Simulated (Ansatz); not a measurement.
Input and command of a plane-wave DFT calculation in Ansatz:

```yaml
crystal:
  lattice:
    - [-2.9533772332, 2.9533772332, 2.5291664942]
    - [2.9533772332, -2.9533772332, 2.5291664942]
    - [2.9533772332, 2.9533772332, -2.5291664942]
  atoms:
    - { symbol: Ga, position: [0.25, 0.25, 0.0] }
    - { symbol: Ga, position: [0.75, 0.75, 0.0] }
    - { symbol: W, position: [0.6699374032, 0.1699374032, 0.8398748064] }
    - { symbol: W, position: [0.1699374032, 0.3300625968, 0.5] }
    - { symbol: W, position: [0.3300625968, 0.8300625968, 0.1601251936] }
    - { symbol: W, position: [0.8300625968, 0.6699374032, 0.5] }
basis:
  ecutwfc: 500
kpoints:
  mp_grid: { grid: [6, 6, 6] }
hamiltonian:
  xc: r2scan
scf:
  occupations: { method: gaussian, width: 0.1 }
output:
  forces: true
  stress: true
  eigenvalues: true
relax:
  adjacent_minimum: "off"
  f_tol: 0.05
  max_steps: 60
  cell: { stress_tol: 0.5 }
```

```bash
ansatz run input.yaml --threads 1 --pin off --max-ram 2560MiB --backend cpu --events-out ev --progress --plain --runs-dir out
```

Processor: Arm Neoverse V2, 1 thread, on a host shared with other jobs.

Q: Estimate time, memory and problem size.

A: About 96 s on 1 thread of Arm Neoverse V2, on a shared host, peak memory 0.72 GiB. It solves 50 bands at 30 k points (the mesh reduced by symmetry) with about 2289 plane waves (on the last cell), in 40 SCF iterations over 6 ionic steps.
